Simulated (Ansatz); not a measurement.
Ge in space group P4_32_12 (No. 96; Ge on 4a, Ge on 8b) at seven volumes, plane-wave PAW PBEsol (Ansatz code), shape and atoms relaxed at each. One row is withheld.

```json
[
 {"V (Å³/atom)": "18.541", "P (GPa)": "6.95"},
 {"V (Å³/atom)": "19.153", "P (GPa)": "4.20"},
 {"V (Å³/atom)": "19.764", "P (GPa)": "?"},
 {"V (Å³/atom)": "20.375", "P (GPa)": "0.00"},
 {"V (Å³/atom)": "20.986", "P (GPa)": "-1.60"},
 {"V (Å³/atom)": "21.598", "P (GPa)": "-2.95"},
 {"V (Å³/atom)": "22.209", "P (GPa)": "-4.10"}
]
```

**Question.** Fit the shown pressures and predict the withheld one.

**Answer.** P = (3/2)B₀(x^(7/2) − x^(5/2))[1 + (3/4)(B′ − 4)(x − 1)] with x = (V₀/V)^(2/3). Least squares on the six rows gives V₀ = 20.376 Å³/atom, B₀ = 58.5 GPa, B′ = 4.85. At V = 19.764, x = 1.0205 and P = 1.92 GPa. The run itself gave 1.91 GPa.

The workflow started from a Materials Project entry (that database holds measured and hypothetical structures alike); the Crystallography Open Database files this formula in space group No. 96, but the cells were not matched. It is not the phase usual at ambient conditions (space group No. 227). The cell was relaxed with PBEsol under the symmetry of its start; phonons on a q-mesh show no instability.

Potentials: the later of the program's two PAW sets.
